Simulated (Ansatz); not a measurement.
A relaxed cell of Ga2B3As5 is given with its symmetry left out. The cell was found from a structure generator's guess, not taken from experiment.

Method: DFT PBE, scalar-relativistic, plane waves, PAW (Ansatz 0.2.0). Cutoff 420 eV, Γ-centred mesh, Gaussian smearing, no spin polarisation.

```cif
data_structure
_symmetry_space_group_name_H-M 'P 1'
_symmetry_Int_Tables_number 1
_cell_length_a 13.5258
_cell_length_b 13.5258
_cell_length_c 13.5258
_cell_angle_alpha 164.605
_cell_angle_beta 164.605
_cell_angle_gamma 21.839
_cell_volume 174.37
loop_
_atom_site_label
_atom_site_type_symbol
_atom_site_fract_x
_atom_site_fract_y
_atom_site_fract_z
_atom_site_occupancy
Ga1 Ga 0.89689 0.89689 0.00000 1
Ga2 Ga 0.10311 0.10311 0.00000 1
B1 B 0.50000 0.50000 0.00000 1
B2 B 0.70603 0.70603 0.00000 1
B3 B 0.29397 0.29397 0.00000 1
As1 As 0.54360 0.04360 0.50000 1
As2 As 0.16260 0.66260 0.50000 1
As3 As 0.75000 0.25000 0.50000 1
As4 As 0.33740 0.83740 0.50000 1
As5 As 0.95640 0.45640 0.50000 1
```

Formation energies are uncorrected and refer to the elements' standard structures at the same level.

Problem. Find its symmetry and describe it.

Solution. I-4m2 (No. 119), with Ga and B ordered on zinc blende sites. Conventional cell: a = 3.623 Å, c = 26.562 Å. Ga has 4 As at 2.40 Å; around B on a site of symmetry -4m2 lie 4 As at 2.15 Å; B on a site of symmetry 2mm is surrounded by 4 As at 2.15–2.16 Å; around As on a site of symmetry 2mm lie 2 B at 2.15 Å and 2 Ga at 2.40 Å; 2 more sites not described.

Problem. How far does it lie from the elements in energy?

Solution. +0.021 eV/atom. The formation energy is too near zero to say whether this cell lies below the elements.

Problem. Is it a metal?

Solution. No, the gap on the 14×14×14 mesh is 0.43 eV.

The last run used a 14×14×14 mesh for its 10-atom cell and Gaussian smearing of 0.02 eV. Kohn–Sham gaps at this level usually fall short of measured ones. The reference form of As is held partly by dispersion forces, which this level lacks. A structure relaxed within its symmetry needn't be a true minimum.
